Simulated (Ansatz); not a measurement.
**LaBi3H6: reading a single point**

```
CELL_PARAMETERS angstrom
6.20149 3.58043 1.59393
-6.20149 3.58043 1.59393
0.00000 -7.16087 1.59393
ATOMIC_POSITIONS crystal
La 0.27230 0.27230 0.27230
H 0.55910 0.15312 0.15308
H 0.15308 0.55910 0.15312
H 0.15312 0.15308 0.55910
H 0.60490 0.86067 0.86063
H 0.86063 0.60490 0.86067
H 0.86067 0.86063 0.60490
Bi 0.42550 0.88584 0.88586
Bi 0.88586 0.42550 0.88584
Bi 0.88584 0.88586 0.42550
```

The numbers come from plane-wave PAW DFT (Ansatz): r2SCAN, no spin polarisation, 500 eV, 7×7×7 Γ-centred k points, fermi-dirac occupations (width 0.0167 eV). Nothing was relaxed.

(1) Is the cell too large or too small?

(2) Describe some of the short contacts.

(3) What is the formation energy?

(4) Which atom feels the largest force, and which way?

(5) Is there a gap?

(6) Give the Bader charges.

Origin: a known structure type with other elements, at an estimated volume, so it need not be a known compound. Caveats: atoms or cell far from equilibrium; f levels without a U or exact exchange are poorly placed.

## Answers

(1) The pressure is 14.7 GPa (compression positive), so with the atoms held at these fractions the cell would first expand; the forces are large, so a full relaxation may end otherwise. The principal stresses 14.0, 15.0, 15.0 GPa differ, so its shape would change too.

(2) H–Bi at 1.43 Å: least valence density 1.44 e/Å³ and ELF 0.62 there. La–H at 2.91 Å: least valence density 0.08 e/Å³ and ELF 0.08 there. These are pseudo-fields; inside the PAW spheres they differ from the all-electron ones.

(3) 1.37 eV an atom against the elements' usual phases (free molecules for gases, crystals otherwise, with no correction for O₂ or N₂), so at this geometry it isn't bound against them. Relaxing would lower it.

(4) The largest is on Bi8 (and as large on other atoms): 9.51 eV/Å, components (-1.41, -0.82, -9.37). It makes 128° with the line to a nearest neighbour, H2 at 1.43 Å.

(5) It is a metal, with about 6.1 states/eV a cell as the mean within 0.25 eV of the Fermi level, mostly La d (35 %), Bi p (30 %) and La f (19 %).

(6) Bader charges in e: La +1.43, Bi +0.20, H -0.39 to -0.28. In the mean La gives up most and H takes most.
